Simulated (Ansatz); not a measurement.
Here is an unrelaxed guess for FeH2O.

```cif
data_structure
_symmetry_space_group_name_H-M 'P 1'
_symmetry_Int_Tables_number 1
_cell_length_a 3.7561
_cell_length_b 3.7561
_cell_length_c 3.7561
_cell_angle_alpha 90.000
_cell_angle_beta 90.000
_cell_angle_gamma 90.000
_cell_volume 52.99
loop_
_atom_site_label
_atom_site_type_symbol
_atom_site_fract_x
_atom_site_fract_y
_atom_site_fract_z
_atom_site_occupancy
Fe1 Fe 0.00000 0.00000 0.00000 1
H1 H 0.50000 0.00000 0.00000 1
H2 H 0.00000 0.50000 0.00000 1
O1 O 0.00000 0.00000 0.50000 1
```

Level of theory: DFT PBE, scalar-relativistic, plane waves, PAW (Ansatz 0.2.0). Settings: cutoff 420 eV, Γ-centred mesh 4×4×4 on the computed 4-atom cell, Gaussian smearing of 0.10 eV; collinear spin from starting moments 4.0 0.0 0.0 0.0 μB.

Energies over the elements count from the elements' standard structures at the same level (H₂, O₂ as molecules), with no fitted energy shifts.

Task: How far from equilibrium is it?

Result: The pressure is -14.1 GPa (the mean over three directions, positive in compression), the largest force is 0.00 eV/Å (symmetry fixes the atoms), and the energy is +0.10 eV/atom against the elements. The shortest distance is 1.88 Å.

Task: How much does it gain on relaxing, and where does it end?

Result: Relaxing gains about 0.29 eV/atom (the start's value is from the coarse mesh, so the gain is rough) in 18 ionic steps and ends at −0.19 eV/atom on the finer mesh. The symmetry stays P4/mmm (No. 123). The volume per atom shrinks by 32.0 %, from 13.2 to 9.0 Å³. The shortest distance goes from 1.88 Å (Fe–H and Fe–O) to 1.63 Å (Fe–H). Conventional cell: a = 3.267 Å, c = 3.377 Å. Around Fe lie 4 H at 1.63 Å and 2 O at 1.69 Å; H is surrounded by 2 Fe at 1.63 Å; O is surrounded by 2 Fe at 1.69 Å.

The last run used collinear spin, a 14×14×14 mesh for its 4-atom cell and Gaussian smearing of 0.10 eV. No Hubbard U is applied to the 3d shell of Fe. With hydrogen, zero-point motion can shift formation energies by some tens of meV/atom. The magnetic state reached may not be the lowest. The relaxation can't lower the symmetry of the start. A structure relaxed within its symmetry needn't be a true minimum.
